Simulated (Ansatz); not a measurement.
Data:

CsH (rock salt, Fm-3m), a = 6.381 Å, b = 6.381 Å, c = 6.381 Å, α = 90.00°, β = 90.00°, γ = 90.00°; the cell used has 2 atoms.

This is the r²SCAN-relaxed structure.

**Question.** All from plane-wave PAW r²SCAN (Ansatz code), unless another level is named. Give the electron effective mass.

**Answer.** 0.41, 0.51, 0.51 mₑ (principal values).

**Question.** Give the formation energy from the elements (no fitted shifts).

**Answer.** -0.26 eV/atom.

**Question.** Give the weight of the valence-edge state by species (Voronoi cells).

**Answer.** H 89 %, Cs 11 %.

The first step of the workflow began from a Materials Project structure, measured or hypothetical; the Crystallography Open Database files this formula in space group No. 225, but the cells were not matched. Whether it is the stable phase at ambient conditions was not checked. The cell was relaxed with r²SCAN under the symmetry of its start; phonons on a q-mesh show no instability. The references are the lowest solids computed at this level, not always the standard phases (solids in place of the gases). Scalar-relativistic: spin–orbit coupling is off unless named, which matters more the heavier the elements.

Potentials: the later of the program's two PAW sets.

Edges and masses are those of Kohn–Sham bands, whose gap is no quasiparticle gap.
